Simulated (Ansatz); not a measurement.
Here is the system:

Starting cell, Tl (hcp, Mg type):

```xyz
4
Lattice="7.2166 0.0000 0.0000 -1.8041 3.1249 0.0000 0.0000 0.0000 5.5742" Properties=species:S:1:pos:R:3 pbc="T T T"
Tl     0.0000     2.0832     4.1807
Tl     3.6083     2.0832     4.1807
Tl     1.8041     1.0416     1.3936
Tl     5.4124     1.0416     1.3936
```

The atoms are displaced by Q × the pattern below (from a DFPT mode at M = (0.5, 0.0, 0.0), largest move 1; Q in Å), at fixed cell. (q is in reciprocal vectors of the primitive cell; the cell shown is doubled to hold the pattern.)

```csv
atom,x,y,z
Tl1,-0.500,0.866,0.000
Tl2,0.500,-0.866,0.000
Tl3,-0.500,0.866,0.000
Tl4,0.500,-0.866,0.000
```

Calculation: PBE (plane waves to 420 eV, PAW, scalar-relativistic; Ansatz, a first-principles code). k mesh 15×15×9 (Γ-centred), Fermi-Dirac smearing 0.05 eV. E stands for the smeared free energy. With partly filled bands, energies and forces of such displacements shift with the k mesh and the smearing. Spin-orbit coupling is left out, though Tl is heavy. The relaxed volume of Tl is well above the measured one; the method has no dispersion term. Tl was relaxed with its symmetry unable to fall. The zero of ΔE is the undisplaced structure.

The scan covers Q from -0.280 to 0.280 Å in 13 points.

Problem. Is this a single well or a double well?

Solution. A single well with its minimum at or next to zero displacement.

Problem. Which space group does the distorted structure have?

Solution. Pnma (No. 62), lowered from P6_3/mmc.

Problem. What is the energy change at Q = 0.280 Å?

Solution. 43.1 meV/cell.

Problem. What harmonic wavenumber does the curvature at Q = 0 give?

Solution. 17 cm⁻¹.

(For displaced atoms, the force is minus the slope of the energy, and its curvature is a force constant, which sets phonon frequencies.)
